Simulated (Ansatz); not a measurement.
I (molecular I2 type), relaxed and computed with several functionals in Ansatz (plane waves, PAW).

| functional | a (Å) | c (Å) | V (Å³/atom) | gap (eV) |
|---|---|---|---|---|
| r²SCAN+D4 | … | … | … | … |
| PBEsol | 7.506 | 9.624 | 39.67 | 0.79 |
| PBE+D3(BJ) | 7.345 | 9.642 | 39.73 | 0.83 |
| LDA | 7.152 | 9.530 | 36.84 | 0.68 |
| r²SCAN | 7.742 | 9.857 | 44.21 | 1.24 |

Task: Complete the blanks.

Result: 
- r²SCAN+D4, a (Å): 7.509
- r²SCAN+D4, c (Å): 9.791
- r²SCAN+D4, V (Å³/atom): 42.18
- r²SCAN+D4, gap (eV): 1.21

Weakly bound layers, chains or molecules computed without a dispersion correction, so cells and soft constants are ill determined: I, molecular I2 type with PBEsol; I, molecular I2 type with LDA; I, molecular I2 type with r²SCAN. All cells were relaxed under the symmetry of their starts (and spin orders); stability against distortions was not tested throughout. Scalar-relativistic: spin–orbit coupling is off unless named, which matters more the heavier the elements.

Potentials: the earlier of the program's two PAW sets. The files were generated under PBE; for other functionals the program regenerates the frozen cores, and for LDA and PBEsol the local potential too.

Ansatz (an electronic-structure program) is a plane-wave DFT program.
